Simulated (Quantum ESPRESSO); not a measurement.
pw.x input (Quantum ESPRESSO 7.5; PBEsol, PseudoDojo standard norm-conserving files, scalar-relativistic):

```
&CONTROL
  calculation = 'scf'
  pseudo_dir = './pseudo'
  outdir = './out'
  tprnfor = .true.
  tstress = .true.
/
&SYSTEM
  ibrav = 0
  nat = 8
  ntyp = 2
  ecutwfc = 86.0
  ecutrho = 344.0
  occupations = 'smearing'
  smearing = 'fd'
  degauss = 0.002
  nbnd = 72
/
&ELECTRONS
  conv_thr = 8e-10
/
ATOMIC_SPECIES
Se 78.9710 Se.upf
Sn 118.7100 Sn.upf
CELL_PARAMETERS angstrom
 11.558852634000   0.000000000000   0.000000000000
  0.000000000000   4.190346857000   0.000000000000
  0.000000000000   0.000000000000   4.333104545000
ATOMIC_POSITIONS crystal
Se   0.142962622300   0.250000000000   0.521739868500
Se   0.857037377700   0.750000000000   0.478260131500
Se   0.357037377700   0.750000000000   0.021739868500
Se   0.642962622300   0.250000000000   0.978260131500
Sn   0.619630172700   0.750000000000   0.414049229200
Sn   0.380369827300   0.250000000000   0.585950770800
Sn   0.880369827300   0.250000000000   0.914049229200
Sn   0.119630172700   0.750000000000   0.085950770800
K_POINTS automatic
4 6 6 0 0 0
```

End of the output:

```

[...]
     the Fermi energy is     9.7565 ev
!    total energy              =   -1598.40765565 Ry
     estimated scf accuracy    <          5.7E-10 Ry
     smearing contrib. (-TS)   =      -0.00000054 Ry
     internal energy E=F+TS    =   -1598.40765511 Ry
     The total energy is F=E-TS. E is the sum of the following terms:
     one-electron contribution =    -745.06875875 Ry
     hartree contribution      =     423.47936718 Ry
     xc contribution           =    -366.46691558 Ry
     ewald contribution        =    -910.35134796 Ry
     convergence has been achieved in  10 iterations
     Forces acting on atoms (cartesian axes, Ry/au):
     atom    1 type  1   force =     0.00018917    0.00000000   -0.00127124
     atom    2 type  1   force =    -0.00018917    0.00000000    0.00127124
     atom    3 type  1   force =    -0.00018917    0.00000000   -0.00127124
     atom    4 type  1   force =     0.00018917   -0.00000000    0.00127124
     atom    5 type  2   force =     0.00128659    0.00000000   -0.00163713
     atom    6 type  2   force =    -0.00128659   -0.00000000    0.00163713
     atom    7 type  2   force =    -0.00128659   -0.00000000   -0.00163713
     atom    8 type  2   force =     0.00128659    0.00000000    0.00163713
     Total force =     0.004894     Total SCF correction =     0.000131
     Computing stress (Cartesian axis) and pressure
          total   stress  (Ry/bohr**3)                   (kbar)     P=       -7.48
  -0.00005690   0.00000000   0.00000000           -8.37        0.00        0.00
   0.00000000  -0.00005465   0.00000000            0.00       -8.04        0.00
   0.00000000   0.00000000  -0.00004109            0.00        0.00       -6.04
```
In a gapped system the printed Fermi energy is only some level inside the gap.

Spin-orbit coupling is not included.

Geometry relaxed with PBE+D3(BJ).
